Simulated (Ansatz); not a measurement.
Bi₂Pt:
```yaml
crystal:
  lattice:
    - [6.72112, 0.00000, 0.00000]
    - [0.00000, 6.72112, 0.00000]
    - [0.00000, 0.00000, 6.72112]
  atoms:
    - { symbol: Bi, position: [0.37008, 0.37008, 0.37008] }
    - { symbol: Bi, position: [0.62992, 0.62992, 0.62992] }
    - { symbol: Bi, position: [0.12992, 0.62992, 0.87008] }
    - { symbol: Bi, position: [0.87008, 0.37008, 0.12992] }
    - { symbol: Bi, position: [0.87008, 0.12992, 0.62992] }
    - { symbol: Bi, position: [0.12992, 0.87008, 0.37008] }
    - { symbol: Bi, position: [0.62992, 0.87008, 0.12992] }
    - { symbol: Bi, position: [0.37008, 0.12992, 0.87008] }
    - { symbol: Pt, position: [0.00000, 0.00000, 0.00000] }
    - { symbol: Pt, position: [0.50000, 0.00000, 0.50000] }
    - { symbol: Pt, position: [0.50000, 0.50000, 0.00000] }
    - { symbol: Pt, position: [0.00000, 0.50000, 0.50000] }
```

Relaxed with PBEsol. Special points in fractions of this cell's reciprocal vectors: Γ (0.000, 0.000, 0.000); X (0.000, 0.500, 0.000); M (0.500, 0.500, 0.000); R (0.500, 0.500, 0.500); X1 (0.500, 0.000, 0.000).

Question: List the band energies nearest the Fermi level at these points for PBEsol (plane waves, PAW; program Ansatz).

Answer: In eV from the Fermi level; about four levels below and three above (degenerate sets whole), none deeper than 8.9 eV; points with the same levels are listed once.

```
k                                below                above
-  -----------------------------------  -------------------
Γ  -0.26 -0.26 -0.26 -0.11 -0.11 -0.11  0.99 3.18 3.18 3.18
X              -1.12 -1.12 -0.38 -0.38  0.74 0.74 1.30 1.30
M              -0.51 -0.51 -0.51 -0.51  1.37 1.37 1.37 1.37
R              -0.35 -0.35 -0.35 -0.35  2.63 2.63 2.63 2.63
```

Space group Pa-3. The first step of the workflow began from a Materials Project structure, measured or hypothetical; the Crystallography Open Database files this formula in space group No. 205, but the cells were not matched. Its standing as an ambient phase is unchecked. The PBEsol relaxation kept the symmetry of its start; its stability against distortions is not shown here. No spin polarisation was allowed. Scalar-relativistic: spin–orbit coupling is off unless named, which matters more the heavier the elements.

Potentials: the later of the program's two PAW sets.
